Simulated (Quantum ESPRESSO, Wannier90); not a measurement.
**Tight-binding from DFT: BaS (rock salt)**

```
begin unit_cell_cart
ang
    0.0000000000    3.2256750000    3.2256750000
    3.2256750000    0.0000000000    3.2256750000
    3.2256750000    3.2256750000    0.0000000000
end unit_cell_cart
begin atoms_frac
Ba   0.0000000000  0.0000000000  0.0000000000
S    0.5000000000  0.5000000000  0.5000000000
end atoms_frac
```

Cell from Materials Project (mp-1500), symmetrised, no further relaxation. COD (Crystallography Open Database) has an entry of this formula and space group (matched by these alone). Method: PBEsol plane waves in Quantum ESPRESSO 7.5 (PseudoDojo norm-conserving files, 46 Ry, no spin polarisation, no spin-orbit coupling), Bloch states on a 8×8×8 mesh through Γ, Wannier90 4.0.1. Density: 8×8×8 mesh, cold smearing 0.01 Ry. Spin-orbit coupling is left out although heavy elements are present.

Band 5 is isolated and gives one Wannier function a cell (S2 3s 72 %, Ba1 5p 23 %; spread 3.96 Å²). Its on-site energy is ε = -9.543 eV relative to the valence-band maximum, and its hoppings t(R) = t(−R) to the nearer images are (images within this range that aren't listed have |t| under 5 meV):

```
R (lattice vectors; −R alike)  distance (Å)  t (eV)
-----------------------------  ------------  ------
1 -1 -1                                6.45  -0.084
1 -1 1                                 6.45  -0.084
1 1 -1                                 6.45  -0.084
0 0 2                                  9.12  -0.007
0 2 -2                                 9.12  -0.007
0 2 0                                  9.12  -0.007
2 -2 0                                 9.12  -0.007
2 0 -2                                 9.12  -0.007
2 0 0                                  9.12  -0.007
```

**Question.** Work out the band energy at Γ, X, U, K from these numbers.

**Answer.** For one orbital E(k) = ε + Σ_R 2 t(R) cos(2π k·R), the sum over the listed R.
- Γ, k = (0.000, 0.000, 0.000): E = -9.543 + (-0.084)·(6.00) + (-0.007)·(12.00) = -10.13 eV; pw.x: -10.24 eV
- X, k = (0.500, 0.000, 0.500): E = -9.543 + (-0.084)·(6.00) + (-0.007)·(12.00) = -10.13 eV; pw.x: -10.15 eV
- U, k = (0.625, 0.250, 0.625): E = -9.543 + (-0.084)·(2.00) + (-0.007)·(0.00) = -9.71 eV; pw.x: -9.70 eV
- K, k = (0.375, 0.375, 0.750): E = -9.543 + (-0.084)·(2.00) + (-0.007)·(0.00) = -9.71 eV; pw.x: -9.70 eV

At these points the listed shells miss the plane-wave band by up to 0.11 eV, of a width of 1.14 eV on the path. With all its hoppings the model misses the band by 4.4 meV at worst on the whole path, so most of the miss comes from the hoppings not listed.
